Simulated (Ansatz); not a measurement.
SnSe2:
```xyz
3
Lattice="3.8218 0.0000 0.0000 -1.9109 3.3098 0.0000 0.0000 0.0000 33.0000" Properties=species:S:1:pos:R:3 pbc="T T F"
Se     1.9109     1.1033    18.0759
Sn     0.0000     0.0000    16.5000
Se     0.0000     2.2065    14.9241
```
The layer is periodic in x and y and isolated along z.

Relaxed with r²SCAN+D4. Special points in fractions of this cell's reciprocal vectors: Γ (0.000, 0.000, 0.000); M (0.500, 0.000, 0.000); K (0.333, 0.333, 0.000).

List the band energies nearest the valence-band maximum at these points for the program Ansatz at the r²SCAN+D4 level (PAW).

In eV from the valence-band maximum; about four levels below and three above (degenerate sets whole), none deeper than 8.9 eV; points with the same levels are listed once.

```csv
k,below,above
Γ,-0.51 -0.51 -0.09 -0.09,2.07 3.66 5.06 5.06
M,-2.33 -2.33 -0.71 -0.34,1.12 4.64 6.03
K,-3.74 -3.74 -3.37 -0.85 -0.85,2.22 5.90 5.90
```

Space group P-3m1 (1T). A layer that has been made, often on a substrate. Symmetry was held in the r²SCAN+D4 relaxation; its stability against distortions is not shown here. Scalar-relativistic: spin–orbit coupling is off unless named, which matters more the heavier the elements.

Potentials: the later of the program's two PAW sets.
